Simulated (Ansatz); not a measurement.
## Run record: elastic constants by finite strains of ScCu (Pm-3m)

Computed with PBEsol, PAW on Ansatz 0.2.0's default frozen-core files (fitted under PBE), scalar-relativistic; not a measurement.

Cell and atoms were relaxed beforehand by PAW with this functional.

Launched as:

```sh
ansatz run input.yaml --threads 1 --pin off --max-ram 2560MiB --backend cpu --events-out ev --progress --plain --runs-dir out
```

input.yaml:

```yaml
crystal:
  lattice:
    - [3.20942089905, 0.0, 0.0]
    - [0.0, 3.20942089905, 0.0]
    - [0.0, 0.0, 3.20942089905]
  atoms:
    - { symbol: Sc, position: [0.5, 0.5, 0.5] }
    - { symbol: Cu, position: [0.0, 0.0, 0.0] }
kpoints:
  mp_grid: { grid: [14, 14, 14] }
scf:
  occupations: { method: fermi_dirac, width: 0.05 }
hamiltonian:
  xc: pbesol
  pseudopotentials: { kind: paw }
elastic:
  mode: relaxed_ion
  stencil: four_point
  amplitude: 0.005
```

Output:

```
Warning: RAYON_NUM_THREADS=1 ignored (pool sized by the plan → 1); use --threads N
Engine: ansatz 0.2.0, aarch64-unknown-linux-gnu
Pseudopotentials: kind: paw
Pseudopotential: Sc, paw, valence charge 11, recommended cutoff 420 eV (normal), Sc.paw.azcp
Pseudopotential: Cu, paw, valence charge 19, recommended cutoff 420 eV (normal), Cu.paw.azcp
Functional definition: PBEsol
  exchange = pbesol_x
  correlation = pbesol_c
Crystal: 2 atoms, lattice volume = 33.058 Å³
Basis set: ecut = 420 eV, 619 PW (Γ), exchange–correlation on 48×48×48 points (8 copies of the dense FFT grid, shifted against one another)
Bands: 19, of which v1, the nominal top of the filled ones, is band 15 counted from 1 (14 counted from 0)
Symmetry: 48 space group operations
Space group: Pm-3m (ITA 221), of the structure as read, at distance tolerance 3.2e-5 Å
k-points: 120 of 2744
Non-local potential: Sc, projectors of the file, l = 0: 3, l = 1: 2, l = 2: 3, l = 3: 1
Non-local potential: Cu, projectors of the file, l = 0: 3, l = 1: 2, l = 2: 3, l = 3: 1
PAW form: soft (Blöchl's): semilocal exchange-correlation on the pseudo side does not see the compensation charge
PAW frozen core: Sc, regenerated for the run's functional, and the local potential with it (the file was generated under x = pbe(κ = 0.804, μ = 0.2195149727645171), c = pbe(β = 0.06672455060314922))
PAW frozen core: Cu, regenerated for the run's functional, and the local potential with it (the file was generated under x = pbe(κ = 0.804, μ = 0.2195149727645171), c = pbe(β = 0.06672455060314922))
PAW one-centre angular grid: Sc, 590 points (default); XC on 64 Gauss nodes
PAW one-centre angular grid: Cu, 590 points (default); XC on 64 Gauss nodes
Initial density: superposition of atomic densities (neutral atoms: chi_scale 0, normalization atom), corrected by the library's trained network
Initial wavefunctions: pseudopotential atomic-orbital guess
Functional: x = pbesol(κ = 0.804, μ = 0.12345679012345678), c = pbesol(β = 0.046)
SCF iter   1: F=—  HF=-8700.699045 eV  |F-HF|=—  |Δ(HF+E_count)|=         —  Δρ=1.45e-2  dr2=4.16e-2  ethr=1.77e-3  ⟨swp⟩=3.2  Hψ=8700  notcnv=0
preconditioner: auto → none  [metal: Δε(μ)=0.026 eV  Ē_g=12.452 eV  σ=0.050 eV  W_gap=0.13  n_scr=6 (ndim 8)  ℏωp=28.9 eV  f_vac=0.000  D(μ)=1.31/eV (n_scr^D=6)  sad-step TF]
SCF iter   2: F=—  HF=-8700.690817 eV  |F-HF|=—  |Δ(HF+E_count)|=   8.23e-3  Δρ=2.52e-3  dr2=2.67e-3  ethr=1.39e-4  ⟨swp⟩=2.0  Hψ=4441  notcnv=0
SCF iter   3: F=—  HF=-8700.689679 eV  |F-HF|=—  |Δ(HF+E_count)|=   1.14e-3  Δρ=6.67e-4  dr2=1.43e-4  ethr=8.91e-6  ⟨swp⟩=2.0  Hψ=3970  notcnv=0
SCF iter   4: F=—  HF=-8700.689596 eV  |F-HF|=—  |Δ(HF+E_count)|=   8.31e-5  Δρ=1.67e-4  dr2=4.22e-6  ethr=4.76e-7  ⟨swp⟩=2.1  Hψ=3369  notcnv=0
SCF iter   5: F=—  HF=-8700.689604 eV  |F-HF|=—  |Δ(HF+E_count)|=   8.18e-6  Δρ=3.85e-5  dr2=2.51e-7  ethr=1.41e-8  ⟨swp⟩=2.0  Hψ=3143  notcnv=0
SCF iter   6: F=—  HF=-8700.689603 eV  |F-HF|=—  |Δ(HF+E_count)|=   1.58e-6  Δρ=2.30e-6  dr2=5.66e-10  ethr=8.36e-10  ⟨swp⟩=2.0  Hψ=3115  notcnv=0
SCF iter   7: F=—  HF=-8700.689603 eV  |F-HF|=—  |Δ(HF+E_count)|=  4.31e-10  Δρ=1.59e-7  dr2=4.23e-12  ethr=1.89e-12  ⟨swp⟩=2.0  Hψ=4096  notcnv=0
[... 80 lines left out ...]
SCF iter   4: F=—  HF=-8700.689469 eV  |F-HF|=—  |Δ(HF+E_count)|=    0.00e0  Δρ=4.41e-8  dr2=3.05e-13  ethr=1.00e-12  ⟨swp⟩=4.0  Hψ=30687  notcnv=0
SCF iter   5: F=-8700.689469 eV  HF=-8700.689469 eV  |F-HF|=3.64e-12  |Δ(HF+E_count)|=  1.82e-12  Δρ=1.31e-8  dr2=2.08e-14  ethr=1.00e-12  ⟨swp⟩=3.3  Hψ=24456  notcnv=0
SCF 9 converged in 5 iterations: F = -8700.689469 eV  dr2 = 2.08e-14
SCF converged after 9 iterations
Free energy (F): -8700.689603 eV
Harris-Foulkes:  -8700.689603 eV  (|F-HF|=1.82e-12)
Internal energy: -8700.679068 eV  (E = F + TS)
E sigma→0 (E₀):  -8700.684335 eV
Entropy (-TS):   -0.010535 eV (-5.267 meV/atom)
Fermi energy:    13.163745 eV
--- Per-component energies (eV) ---
  E_band       = -562.286393
  E_kinetic    = 561.845131
  E_local      = -5539.509781  (includes V_loc(G=0)·N_el)
  E_nonlocal   = 469.757396
  E_hartree    = 2374.342325
  E_xc         = -193.344728
  E_vxc        = -245.231336  (∫ρ·V_xc dr)
  E_paw        = -2554.175293  (= ΣΔE_a)
  E_vpaw       = -557.832691  (= ΣTr[D̂ρ^β])
  E_aug_tail   = 0.000236  (compensation charges beyond the density's cutoff)
  E_ewald      = -3819.929581
  E_core_change = 0.335227  (= ΣΔE_core)
  E_smearing   = -0.010535  (= −TS)
  E_closure    = 0.000000  (closes the sum)
  Σ components = -8700.689603   (vs F -8700.689603, Δ=0.00e0)
--- Forces (eV/Å), atoms counted from 1 ---
  atom   1  Sc     0.00000000     0.00000000     0.00000000
  atom   2  Cu    -0.00000000    -0.00000000     0.00000000
  max |Σ_I F_I| component: 6.11e-30 eV/Å
--- Stress (GPa, compression-positive) ---
       -0.002646       0.000000       0.000000
       -0.000000      -0.002646       0.000000
       -0.000000       0.000000      -0.002646
  P = ⅓ Tr σ = -0.0026 GPa (-0.026 kbar)
--- Elastic constants: 2 strain directions × 4 members + reference (group order 48) ---
  dense FFT box of the reference and of every strained cell: 24×24×24
  strains applied: 11, 23; error gains: componentwise 1.00 (the most a stress slope's error grows in a printed constant), spectral 1.73 (1 for all six strains in a standard setting)
  C = ∂σ_k/∂η_j (tension-positive GPa; Voigt order 11 22 33 23 13 12):
       138.210     78.666     78.666     -0.000     -0.000     -0.000
        78.666    138.210     78.666     -0.000     -0.000     -0.000
        78.666     78.666    138.210     -0.000     -0.000     -0.000
        -0.000     -0.000     -0.000     52.169      0.000      0.000
         0.000      0.000     -0.000     -0.000     52.169     -0.000
         0.000      0.000      0.000      0.000      0.000     52.169
  reference stress σ⁰ (GPa):      0.003      0.003      0.003     -0.000      0.000      0.000
  C* (energy form; C + prestress term) asymmetry max|C*_kj − C*_jk| = 6.948e-17 GPa — a small one proves nothing (zero by symmetry where the batch's group is 432, −43m or m−3m); a large one is finite-difference/SCF noise where ...
  moduli (Voigt/Reuss/Hill, GPa): K = 98.51/98.51/98.51   G = 43.21/40.10/41.66   E = 109.53   ν = 0.315
  mechanically stable: yes (min eigenvalue of sym C = 52.17 GPa)
  strain η (Voigt 11):  stress-route row diagonal C_11 = 138.21 GPa, energy-path curvature d²(F+E_count+ΔE)/dδ²/Ω₀ = 138.14 GPa
    cells at ±δ against ±2δ: C11 138.28 and 138.49 GPa, apart by 0.15 % of the column's largest entry
         δ    σ_11 (GPa)             F (eV)   n_scf  n_hpsi   n_pw
    -1.000e-2      -1.4065       -8700.6881660       8  101417    656   relax 0 steps, max|allowed force component| 1.28e-30 eV/Å
    -5.000e-3      -0.6947       -8700.6892477       5   87769    660   relax 0 steps, max|allowed force component| 1.87e-30 eV/Å
     5.000e-3       0.6881       -8700.6892452       5   87030    672   relax 0 steps, max|allowed force component| 1.58e-30 eV/Å
     1.000e-2       1.3633       -8700.6881869       7   84834    672   relax 0 steps, max|allowed force component| 1.58e-30 eV/Å
  strain η (Voigt 23):  stress-route row diagonal C_44 = 52.17 GPa, energy-path curvature d²(F+E_count+ΔE)/dδ²/Ω₀ = 52.07 GPa
    cells at ±δ against ±2δ: C44 52.20 and 52.31 GPa, apart by 0.20 % of the column's largest entry
         δ    σ_23 (GPa)             F (eV)   n_scf  n_hpsi   n_pw
    -1.000e-2      -0.5231       -8700.6890650       7  151308    663   relax 0 steps, max|allowed force component| 1.30e-29 eV/Å
    -5.000e-3      -0.2610       -8700.6894686       5  153304    661   relax 0 steps, max|allowed force component| 7.89e-31 eV/Å
     5.000e-3       0.2610       -8700.6894686       5  153937    661   relax 0 steps, max|allowed force component| 2.60e-29 eV/Å
     1.000e-2       0.5231       -8700.6890650       6  129674    663   relax 0 steps, max|allowed force component| 9.86e-32 eV/Å
```

The calculation finished and met its thresholds.

**Elastic moduli**

Elastic constants of a crystal by Kohn-Sham DFT: slopes of the stress over finite engineering strains of the given cell, Voigt indices, Cartesian axes as in the input; Hill averages of a grain aggregate, Debye temperature from the mean sound speed over directions.

```
Bulk modulus                     : 98.51 GPa
Shear modulus                    : 41.66 GPa
Young modulus                    : 109.5 GPa
Poisson ratio                    : 0.3147
Bulk over shear modulus          : 2.365
Elastic anisotropy index         : 0.3876
Least young modulus              : 81.14 GPa
Largest young modulus            : 133 GPa
Longitudinal sound speed         : 5317 m/s
Transverse sound speed           : 2765 m/s
Elastic debye temperature        : 359.7 K
Linear compressibility (x, y, z) : 3.384, 3.384, 3.384 1/TPa
Zener ratio                      : 1.752
Cauchy pressure                  : 26.5 GPa
```

### Elastic constants

- Pressure at rest: -0.003 GPa
- Least elastic eigenvalue: 52.17 GPa
- Elastically stable: yes

| index | elastic (GPa) |
| --- | --- |
| 11 | 138.2 |
| 12 | 78.67 |
| 44 | 52.17 |

**Strained cells**

Stress of each strained cell less that at rest, tension positive.

| strain component | strain | stress xx (GPa) | stress yy (GPa) | stress zz (GPa) | stress yz (GPa) | stress xz (GPa) | stress xy (GPa) | relaxation steps |
| --- | --- | --- | --- | --- | --- | --- | --- | --- |
| xx | -0.01 | -1.409 | -0.8091 | -0.8091 | 0 | 0 | 0 | 0 |
| xx | -0.005 | -0.6973 | -0.3991 | -0.3991 | 0 | 0 | 0 | 0 |
| xx | 0.005 | 0.6855 | 0.3873 | 0.3873 | 0 | 0 | 0 | 0 |
| xx | 0.01 | 1.361 | 0.762 | 0.762 | 0 | 0 | 0 | 0 |
| yz | -0.01 | -0.0032 | -0.0099 | -0.0099 | -0.5231 | 0 | 0 | 0 |
| yz | -0.005 | -0.0007 | -0.0025 | -0.0025 | -0.261 | 0 | 0 | 0 |
| yz | 0.005 | -0.0007 | -0.0025 | -0.0025 | 0.261 | 0 | 0 | 0 |
| yz | 0.01 | -0.0032 | -0.0099 | -0.0099 | 0.5231 | 0 | 0 | 0 |

Caveats: frozen-core PAW files fitted under PBE, their cores solved anew for the functional of the run; responses of metals move with mesh and smearing.

It took 2.8 min on 1 thread of Arm Neoverse N1, on a shared host, peak memory 0.53 GiB.
